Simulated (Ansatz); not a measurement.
Relaxed-ion elastic tensor of C (diamond, Fd-3m) in GPa (Voigt order), plane-wave PAW PBE+D3(BJ) (Ansatz code); density 3.55 g/cm³, 5.62 Å³ per atom.

```tsv
	1	2	3	4	5	6
1	1070	128	128	0.0	0.0	0.0
2	128	1070	128	0.0	0.0	0.0
3	128	128	1070	0.0	0.0	0.0
4	0.0	0.0	0.0	573	0.0	0.0
5	0.0	0.0	0.0	0.0	573	0.0
6	0.0	0.0	0.0	0.0	0.0	573
```

**Question.** Is the crystal mechanically stable?

**Answer.** Yes: the smallest eigenvalue of C is 573 GPa.

**Question.** Work out the Voigt, Reuss and Hill averages.

**Answer.** K_V = 441, K_R = 441, K_H = 441; G_V = 532, G_R = 527, G_H = 529 GPa.

**Question.** Give Young's modulus, Poisson's ratio, Pugh's ratio and the universal anisotropy index.

**Answer.** E = 9KG/(3K + G) = 1130 GPa; ν = 0.07; K/G = 0.83 (brittle by the Pugh limit of 1.75); A_U = 5G_V/G_R + K_V/K_R − 6 = 0.05.

**Question.** Estimate the sound speeds and the Debye temperature.

**Answer.** v_l = √((K + 4G/3)/ρ) = 18000 m/s, v_t = √(G/ρ) = 12200 m/s, mean 13300 m/s; Θ = (h/k)(3n/4πV)^(1/3) v_m = 2230 K.

**Question.** Give the Zener ratio and Young's modulus along [100], [110] and [111].

**Answer.** A = 2C44/(C11 − C12) = 1.22; 1/E = S11 − 2(S11 − S12 − S44/2)Γ with Γ = 0, 1/4, 1/3 gives 1040, 1160, 1200 GPa.

**Question.** Solve the Christoffel equation for the three sound speeds along [100], [110], [111].

**Answer.** Eigenvalues of C_ijkl n_j n_l equal ρv². In km/s, slowest first: [100] 12.71, 12.71, 17.35; [110] 11.51, 12.71, 18.17; [111] 11.92, 11.92, 18.44.

The PBE+D3(BJ) relaxation kept the symmetry of its start.

Potentials: the later of the program's two PAW sets.
